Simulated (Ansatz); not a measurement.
**CsCl-type YbBi**

The computed numbers are results of PBE, scalar-relativistic (collinear spin) in the plane-wave PAW code Ansatz at 420 eV, 6×6×3 k-mesh, Gaussian smearing of 0.05 eV; PAW files: Ansatz's generated set soft_2.

```cif
data_structure
_symmetry_space_group_name_H-M 'P 1'
_symmetry_Int_Tables_number 1
_cell_length_a 3.9335
_cell_length_b 3.9335
_cell_length_c 7.8670
_cell_angle_alpha 90.000
_cell_angle_beta 90.000
_cell_angle_gamma 90.000
_cell_volume 121.72
loop_
_atom_site_label
_atom_site_type_symbol
_atom_site_fract_x
_atom_site_fract_y
_atom_site_fract_z
_atom_site_occupancy
Yb1 Yb 0.00000 0.00000 0.00000 1
Bi1 Bi 0.50000 0.50000 0.25000 1
Yb2 Yb 0.00000 0.00000 0.50000 1
Bi2 Bi 0.50000 0.50000 0.75000 1
```

The structure was built from a prototype; whether the compound forms in it isn't claimed.

Starting moments: Yb 0.05 μB on each such atom, all parallel.

The cell above (space group Pm-3m at a tolerance of 0.05 Å) comes from a relaxation within its symmetry on a finer mesh. All atoms were then moved at random (spread 0.05 Å) and the cell was relaxed without symmetry.

Task: What does it relax into?

Result: It returns: the energy ends within 0.1 meV/atom of the undisturbed cell and space group Pm-3m is found again (tolerance 0.05 Å). The test covers only distortions that fit this cell.

```tsv
step (a selection, trial steps included)	E − E(end) (meV/atom)
1	15.9
2	0.6
3	0.0
4	0.0
```

Without a U the 4f levels of Yb lie too near the Fermi level, so their share of the states there, and what hangs on it, is overstated. Spin–orbit coupling, which matters for such heavy elements, is left out. The starting moments died out; a magnetic state reached from other starts isn't excluded. The run holds 0.8 f electrons more on Yb than the trivalent ion has, so it is divalent here. In such compounds it is trivalent as a rule, so this state is likely an artefact, and the extra f charge swells the ion. The k-mesh is coarse, so small energy differences aren't converged.
